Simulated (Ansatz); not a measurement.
Several occupations of a fcc lattice at one composition, 6 Ir, 4 Au, 10 Cu. Sites, in fractions of the cell -5.732 3.821 1.911; 5.732 3.821 -1.911; -1.911 -3.821 -5.732 Å:

| cell | sites |
| --- | --- |
| all | Cu (0.15 0.05 0.70), Cu (0.25 0.75 0.50), Cu (0.80 0.60 0.40), Cu (0.90 0.30 0.20), Ir (0.60 0.20 0.80) |
| 1 | Au (0.05 0.35 0.90), Au (0.20 0.40 0.60), Au (0.35 0.45 0.30), Au (0.45 0.15 0.10), Cu (0.00 0.00 0.00), Cu (0.40 0.80 0.20), Cu (0.70 0.90 0.60), Cu (0.75 0.25 0.50), Cu (0.85 0.95 0.30), Cu (0.95 0.65 0.10), Ir (0.10 0.70 0.80), Ir (0.30 0.10 0.40), Ir (0.50 0.50 0.00), Ir (0.55 0.85 0.90), Ir (0.65 0.55 0.70) |
| 2 | Au (0.30 0.10 0.40), Au (0.50 0.50 0.00), Au (0.70 0.90 0.60), Au (0.85 0.95 0.30), Cu (0.05 0.35 0.90), Cu (0.10 0.70 0.80), Cu (0.35 0.45 0.30), Cu (0.55 0.85 0.90), Cu (0.65 0.55 0.70), Cu (0.75 0.25 0.50), Ir (0.00 0.00 0.00), Ir (0.20 0.40 0.60), Ir (0.40 0.80 0.20), Ir (0.45 0.15 0.10), Ir (0.95 0.65 0.10) |
| 3 | Au (0.05 0.35 0.90), Au (0.50 0.50 0.00), Au (0.65 0.55 0.70), Au (0.95 0.65 0.10), Cu (0.00 0.00 0.00), Cu (0.10 0.70 0.80), Cu (0.35 0.45 0.30), Cu (0.40 0.80 0.20), Cu (0.45 0.15 0.10), Cu (0.70 0.90 0.60), Ir (0.20 0.40 0.60), Ir (0.30 0.10 0.40), Ir (0.55 0.85 0.90), Ir (0.75 0.25 0.50), Ir (0.85 0.95 0.30) |

Each was relaxed without symmetry on coarser meshes and computed once more. Method: DFT PBE, scalar-relativistic, plane waves, PAW in Ansatz 0.2.0.

Plane waves to 420 eV, a k mesh through Γ of 6×6×6 on the computed 20-atom cell and Gaussian smearing (0.10 eV); no spin polarisation.

Warren–Cowley parameters of the first shell of the sublattice with most elements (negative: unlike neighbours preferred):
```csv
cell,Cu-Ir,Au-Cu,Au-Ir
1,0.00,0.00,-0.11
2,-0.17,0.00,-0.25
3,0.03,0.04,-0.04
```

Question: Which occupation is lowest in energy, and by how much?

Answer: Cell 3.
```
cell E − E(lowest) (meV/atom) V (Å³/atom)
   3                       0.0        14.08
   1                      36.5        14.12
   2                      69.4        14.18
```

The final mesh leaves forces up to 0.19 eV/Å and stresses up to 0.9 GPa: the relaxation ran on a coarser mesh, so the cell's shape, its bonds and its energy belong partly to that mesh.

Spin–orbit coupling is left out, which can shift energies with elements as heavy as these.

Cost: 6 runs of about 44 core-minutes in all (earlier runs that led there not counted), on Intel Xeon 6975P-C (Granite Rapids) (shared hosts).